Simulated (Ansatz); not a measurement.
SiNF in space group P1 (No. 1; Pearson symbol aP9), r²SCAN in the plane-wave PAW code Ansatz. The conduction-band minimum lies at Γ, with 1 equivalent valley. Second derivatives d²E/dk² of the lowest band at one valley (eV·Å²), along Cartesian directions:

```tsv
direction	d²E/dk²
[100]	15.94
[010]	15.49
[001]	15.37
[110]	15.76
[101]	16.36
[011]	15.69
```

Question: Find the principal effective masses, the density-of-states mass and the conductivity mass.

Answer: Off-diagonal terms follow from H_xy = H[110] − (H_xx + H_yy)/2, and m*/mₑ = 7.620 eV·Å² over each eigenvalue: 0.46, 0.49, 0.51. One valley's DOS mass (m₁m₂m₃)^(1/3) = 0.49, conductivity mass 3/(Σ 1/mᵢ) = 0.49 mₑ.

Question: What effective density of states Nc follows at 300 K for parabolic valleys?

Answer: Nc = 2.509e19 × 1 × (0.49)^(3/2) ≈ 8.6e18 cm⁻³.

The start of the workflow was typed in or built on a structure type; neither database checked (COD, Materials Project) lists it. Its standing as an ambient phase is unchecked. The cell was relaxed with r²SCAN; its stability against distortions is not shown here.

Potentials: the earlier of the program's two PAW sets. The files were generated under PBE; for other functionals the program regenerates the frozen cores, and for LDA and PBEsol the local potential too.

Edges and masses are those of Kohn–Sham bands, whose gap is no quasiparticle gap.
